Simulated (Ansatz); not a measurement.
A geometry of SnO₂ away from equilibrium: step 2 of the relaxation of a relaxed SnO2 cell shaken by Gaussian noise of σ = 0.08 Å a coordinate. Method: r2SCAN (plane waves to 500 eV, PAW, scalar-relativistic; Ansatz, a program for electronic structure). Γ-centred k-mesh 4×4×4 on the run's cell (coarser than for final values), Fermi–Dirac smearing 0.05 eV.

```xyz
12
Lattice="4.7316 0.0098 -0.0275 0.0120 5.7094 0.0519 -0.0304 0.0473 5.2674" Properties=species:S:1:pos:R:3:forces:R:3 pbc="T T T" free_energy=-28704.251 pressure_GPa=2.4
Sn     2.2988     0.9988     3.9391    1.1563   -0.9887   -0.0390
Sn    -0.0505     1.9516     1.3237    1.3195   -1.6294    0.6974
Sn     2.2954     4.7690     1.3038    2.0737    0.0313    2.4690
Sn    -0.0812     3.8277     3.9322    1.7061   -0.4040    1.4387
O      1.1251     2.2546     4.8445   -1.3872    0.9752    0.8357
O      3.4630     0.5830     0.4561   -0.1075    0.1850   -0.5991
O      3.7039     3.4316     0.4802   -0.9742    1.6215   -0.9424
O      1.3602     5.0577     4.9213   -1.9821    0.1210   -2.5664
O      3.6492     2.2616     3.0931   -0.0994   -0.1542   -0.4103
O      1.2638     0.6362     2.2182   -0.2444    0.0544   -0.1982
O      1.1181     3.4699     2.2589   -0.4349   -0.2119    0.2790
O      3.4782     5.1640     3.1193   -1.0250    0.3995   -0.9639
```

Positions in Å, forces in eV/Å, free energy of the cell in eV (comparable only within this code, potentials and settings). Largest force: 3.24 eV/Å, on O8 (atoms numbered as listed); the geometry lies 0.06 eV/atom above the end of its relaxation.

No spin polarisation in the result.

The first start was generated by placing the elements on the sites of a structure type. Materials Project lists a structure of SnO2 in the same space group, Pbcn (No. 60); the sites were not compared with it, nor with measured phases. Known forms of SnO2 include space group No. 136.
